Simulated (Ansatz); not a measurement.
Space group Pmmn:1 (No. 59). a = 3.274 Å, b = 3.831 Å, c = 8.024 Å, α = 90.00°, β = 90.00°, γ = 90.00°
| atom | site | symmetry | x | y | z |
| --- | --- | --- | --- | --- | --- |
| V | 2b | mm2 | 0.0000 | 0.5000 | 0.1008 |
| Cl | 2a | mm2 | 0.5000 | 0.5000 | 0.3089 |
| O | 2a | mm2 | 0.5000 | 0.5000 | 0.9436 |

Equation of state of this VClO structure (not necessarily the ground state), with shape and atoms relaxed at each volume where symmetry leaves them free. It has no gap at any of these volumes. Computed with DFT PBEsol, scalar-relativistic, plane waves, PAW in Ansatz.

Settings: cutoff 420 eV, Γ-centred mesh 12×10×6 on the computed 6-atom cell, Gaussian smearing of 0.10 eV; collinear spin.

```tsv
V (Å³/atom)	E − E(largest V) (meV/atom)	P (GPa)
15.768	1.79	0.91
16.272	0.12	0.35
16.775	-0.35	0.01
17.278	-0.26	-0.15
17.781	0.00	-0.17
```

**Question.** Fit a third-order Birch–Murnaghan equation to E(V).

**Answer.** V0 = 16.88 Å³/atom, B0 = 5 GPa, B0' = 32.2. B0' is unusual or poorly fixed by this range. Weakly bound parts are held here without a dispersion correction, so V0, B0 and B0' are rough as values of the real crystal.

Moments started parallel, and an antiferromagnetic order may lie lower. The cell holds layers, and where no dispersion correction was added their binding is poorly described.